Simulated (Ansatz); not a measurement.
LaSi$_{2}$Au$_{2}$ in space group I4/mmm (No. 139; La on 2a, Si on 4e, Au on 4d), the program Ansatz at the r²SCAN level (PAW), all energies at zero smearing, with the estimated change up to a 700 eV cutoff added, with one set of potentials and settings (totals compare only within such a set). Cell of 5 atoms (1 La, 2 Si, 2 Au): -33873.297 eV.

```tsv
element	reference phase	E (eV/atom)
La	P6_3/mmc, 4 atoms in the cell	-6264.6784
Si	Fd-3m, 2 atoms in the cell	-639.0667
Au	Fm-3m, 1 atoms in the cell	-13163.5078
```

Formation energy per atom, worked out: (-33873.297 − 1×(-6264.6784) − 2×(-639.0667) − 2×(-13163.5078))/5 = -0.694 eV/atom (-67 kJ per mol of atoms), at 0 K, without zero-point energy or fitted corrections.

The workflow started from an entry of the Crystallography Open Database (COD). Its standing as an ambient phase is unchecked. The r²SCAN relaxation kept the symmetry of its start; its stability against distortions is not shown here. The references are the lowest solids computed at this level, not always the standard phases. Spin–orbit coupling is left out wherever it is not named.

Potentials: the later of the program's two PAW sets.
